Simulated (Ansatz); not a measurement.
# A plane-wave run on YGa4Te2

Input file of Ansatz 0.2.0:

```yaml
crystal:
  lattice:
    - [-3.636901, 3.636901, 2.971508]
    - [3.636901, -3.636901, 2.971508]
    - [3.636901, 3.636901, -2.971508]
  atoms:
    - { symbol: "Y", position: [0.0, 0.0, 0.0] }
    - { symbol: Ga, position: [0.303, 0.303, 0.606] }
    - { symbol: Ga, position: [0.303, 0.697, 0.0] }
    - { symbol: Ga, position: [0.697, 0.697, 0.394] }
    - { symbol: Ga, position: [0.697, 0.303, 0.0] }
    - { symbol: Te, position: [0.75, 0.25, 0.5] }
    - { symbol: Te, position: [0.25, 0.75, 0.5] }
  symmetry: { tolerance: 0.0003 }
kpoints:
  mp_grid: { grid: [7, 7, 7], shift: [0, 0, 0] }
  band_path:
    path:
      - [0.0, 0.0, 0.0]
      - [0.0, 0.0, 0.5]
      - [-0.5, 0.5, 0.5]
      - [0.0, 0.0, 0.0]
      - [0.41689021, 0.41689021, -0.41689021]
      - [-0.41689021, 0.58310979, 0.41689021]
      - [-0.5, 0.5, 0.5]
      - [0.0, 0.0, 0.5]
      - [0.25, 0.25, 0.25]
      - [0.0, 0.5, 0.0]
      - [0.0, 0.0, 0.0]
    npoints: 6
magnetization:
  spin_polarized: false
scf:
  occupations: { method: fermi_dirac }
  lower_state_search: "off"
  max_iter: 200
hamiltonian:
  pseudopotentials: { kind: paw }
  xc: pbe
basis:
  ecutwfc: 420
  fft_grid_basis: typed
output:
  forces: true
  stress: true
  eigenvalues: true
  bader: true
  populations: true
  elf: true
  write_potential: true
  volumetric_format: npy
  dos:
    e_range: [-12, 8]
    de: 0.05
    projected: { site_lists: { Ga: [Ga], Te: [Te], "Y": ["Y"] } }
checkpoint:
  read: saved_state
```

The run starts from an earlier solution of this cell. 

Parts of the output:

```
SCF iter   1: F=—  Δρ=2.82e-3  dr2=5.27e-2
SCF iter   2: F=—  Δρ=1.55e-3  dr2=1.55e-2
SCF iter   3: F=—  Δρ=3.54e-4  dr2=3.47e-4
SCF iter   4: F=—  Δρ=1.93e-4  dr2=6.30e-5
SCF iter   5: F=—  Δρ=8.36e-5  dr2=1.34e-5
SCF iter   6: F=—  Δρ=2.76e-5  dr2=1.93e-6
SCF iter   7: F=-32940.0914 eV  Δρ=6.26e-6  dr2=8.45e-8
Free energy (F): -32940.0914 eV
Harris-Foulkes:  -32940.0914 eV  (|F-HF|=9.69e-9)
Internal energy: -32939.9478 eV  (E = F + TS)
E sigma→0 (E₀):  -32940.0196 eV
Entropy (-TS):   -0.1436 eV (-20.510 meV/atom)
Fermi energy:    11.2563 eV
--- Per-component energies (eV) ---
  E_band       = -644.3255
  E_kinetic    = 1129.8875
  E_local      = -10196.4513  (includes V_loc(G=0)·N_el)
  E_nonlocal   = 1114.9847
  E_hartree    = 5189.7105
  E_xc         = -703.8023
  E_vxc        = -645.4590  (∫ρ·V_xc dr)
  E_paw        = -20087.0382  (= ΣΔE_a)
  E_vpaw       = -2426.7093  (= ΣTr[D̂ρ^β])
  E_aug_tail   = -0.0009  (compensation charges beyond the density's cutoff)
  E_ewald      = -9387.2378
  E_smearing   = -0.1436  (= −TS)
--- Forces (eV/Å), atoms counted from 1 ---
  atom   1  Y      0.0000     0.0000     0.0000
  atom   2  Ga     0.2070     0.2070     0.0000
  atom   3  Ga    -0.2070     0.2070     0.0000
  atom   4  Ga    -0.2070    -0.2070     0.0000
  atom   5  Ga     0.2070    -0.2070     0.0000
  atom   6  Te     0.0000     0.0000     0.0000
  atom   7  Te     0.0000     0.0000     0.0000
--- Stress (GPa, compression-positive) ---
        5.4397       0.0000       0.0000
        0.0000       5.4397       0.0000
        0.0000       0.0000       6.9240
  P = ⅓ Tr σ = 5.9345 GPa (59.345 kbar)
--- Löwdin populations: 7 sites ---
  site symbol       q [e]
     0      Y     10.2434
     1     Ga     13.3746
     2     Ga     13.3746
     3     Ga     13.3746
     4     Ga     13.3746
     5     Te     15.4734
     6     Te     15.4734
  spilling = 0.0033 (of n_electrons = 95.0000)
--- Bader charges: 7 sites ---
  site symbol  charge [e]  shift [e]
     0      Y      1.5047     0.0000
     1     Ga     -0.1961     0.0000
     2     Ga     -0.1960     0.0000
     3     Ga     -0.1960     0.0000
     4     Ga     -0.1960     0.0000
     5     Te     -0.3603     0.0000
     6     Te     -0.3603     0.0000
```

Origin: a known structure type with other elements, at an estimated volume, so it need not be a known compound. Caveats: odd electron count without spin polarisation, so a magnetic state may lie lower.
